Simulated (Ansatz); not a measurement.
AlNi:
```
CELL_PARAMETERS angstrom
      2.86330     0.00000     0.00000
      0.00000     2.86330     0.00000
      0.00000     0.00000     2.86330
ATOMIC_POSITIONS crystal
  Al 0.00000 0.00000 0.00000
  Ni 0.50000 0.50000 0.50000
```

Relaxed with r²SCAN.

Problem. Which orbitals make up the states near the Fermi level in r²SCAN (plane waves, PAW; program Ansatz)?

Solution. Within 0.5 eV of the Fermi level: Ni 3d 60 %, Al 3p 28 %. Projections are on Löwdin-orthogonalised atomic valence shells; empty p or d shells of many metals are not among them.

Problem. Tabulate the density of states.

Solution. States/eV per cell of 2 atoms, in 0.25 eV bins, energy from the Fermi level.

```tsv
E (eV)	total	Ni 3d	Al 3p	Al 3s
-7.85	0.36	0.02	0.17	0.12
-7.60	0.39	0.03	0.17	0.14
-7.35	0.42	0.04	0.18	0.16
-7.10	0.44	0.05	0.19	0.16
-6.85	0.47	0.06	0.20	0.16
-6.60	0.50	0.09	0.21	0.16
-6.35	0.54	0.11	0.22	0.16
-6.10	0.59	0.15	0.23	0.17
-5.85	0.65	0.20	0.23	0.17
-5.60	0.68	0.24	0.23	0.16
-5.35	0.61	0.22	0.23	0.12
-5.10	0.62	0.23	0.24	0.10
-4.85	0.68	0.26	0.27	0.09
-4.60	0.78	0.32	0.30	0.08
-4.35	1.40	0.73	0.48	0.09
-4.10	1.80	1.06	0.56	0.08
-3.85	1.41	0.91	0.39	0.06
-3.60	1.65	1.16	0.41	0.04
-3.35	3.10	2.32	0.71	0.01
-3.10	2.45	1.92	0.48	0.00
-2.85	1.67	1.45	0.16	0.00
-2.60	3.17	2.87	0.17	0.00
-2.35	3.88	3.63	0.13	0.01
-2.10	7.49	7.03	0.27	0.01
-1.85	4.85	4.54	0.20	0.01
-1.60	2.41	2.19	0.14	0.01
-1.35	0.69	0.54	0.10	0.00
-1.10	0.49	0.39	0.07	0.00
-0.85	0.58	0.45	0.09	0.00
-0.60	1.92	1.53	0.28	0.02
-0.35	1.22	0.83	0.27	0.04
-0.10	0.89	0.52	0.25	0.04
0.15	0.71	0.37	0.24	0.04
0.40	0.60	0.27	0.23	0.04
0.65	0.51	0.21	0.21	0.04
0.90	0.44	0.16	0.19	0.03
1.15	0.37	0.12	0.17	0.03
1.40	0.31	0.09	0.15	0.02
1.65	0.28	0.07	0.12	0.02
1.90	0.34	0.08	0.10	0.02
2.15	0.45	0.09	0.09	0.03
2.40	0.62	0.12	0.11	0.08
2.65	0.82	0.17	0.18	0.13
2.90	0.81	0.17	0.20	0.17
3.15	0.81	0.16	0.22	0.21
3.40	0.76	0.14	0.23	0.19
3.65	0.72	0.13	0.24	0.18
3.90	0.68	0.11	0.24	0.17
4.15	0.70	0.10	0.25	0.18
4.40	0.70	0.09	0.25	0.18
4.65	0.69	0.08	0.24	0.18
```

Space group Pm-3m (CsCl type). Symmetry was held in the r²SCAN relaxation; of distortions, only those at the zone centre were tested. The workflow began spin-polarised and lost its moments.

Potentials: the later of the program's two PAW sets.
